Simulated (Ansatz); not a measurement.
**Band structure of LaPb3**

```
CELL_PARAMETERS angstrom
4.90600 0.00000 0.00000
0.00000 4.90600 0.00000
0.00000 0.00000 4.90600
ATOMIC_POSITIONS crystal
La 0.00000 0.00000 0.00000
Pb 0.00000 0.50000 0.50000
Pb 0.50000 0.00000 0.50000
Pb 0.50000 0.50000 0.00000
```

Atom numbers follow the list: La1, Pb2, Pb3, Pb4.

The cell is COD entry 1538830, as deposited and not checked against the literature; nothing was relaxed.

No spin–orbit coupling, which matters for the heavy atoms here.

These are results of DFT, PBEsol, all-electron LAPW, scalar-relativistic (Ansatz 0.2.0), not measurements.

Settings: a Γ-centred 7×7×7 k mesh, Fermi–Dirac smearing of 0.05 eV, basis error target 1 meV/atom, no spin polarisation.

Points in fractions of the reciprocal vectors of this cell: Γ (0, 0, 0), X (0, 0.5, 0), M (0.5, 0.5, 0), R (0.5, 0.5, 0.5). The path runs Γ–X–M–Γ–R–X–R–M. Energies are in eV from the Fermi level; (×n) counts levels within 4 meV of each other, which need not be degenerate by symmetry.

(1) Is there a gap?

(2) List the levels between -8 and 2.5 eV at the symmetry points.

Results:

(1) none: with an odd electron count and no spin polarisation the bands can't all be full, a metal in this set-up (in compounds, spin order or a distortion in a larger cell can open a gap).

(2) 
Γ: -6.85 (×2), -2.37 (×3), 0.78 (×3), 1.53 (×2), 1.69, 1.70 (×3), 1.88 (×3)
X: -6.57, -2.39 (×2), -1.74, -0.24, 0.10 (×2), 0.83, 1.67, 1.75, 1.76 (×2), 1.86, 1.90, 2.18 (×2), 2.38
M: -3.95, -1.32 (×2), -1.06, 0.21, 0.34 (×2), 1.66 (×2), 1.75, 1.77, 1.94, 2.03, 2.18 (×2), 2.28
R: -4.37, -2.58 (×3), 1.57 (×3), 1.68 (×3), 1.80
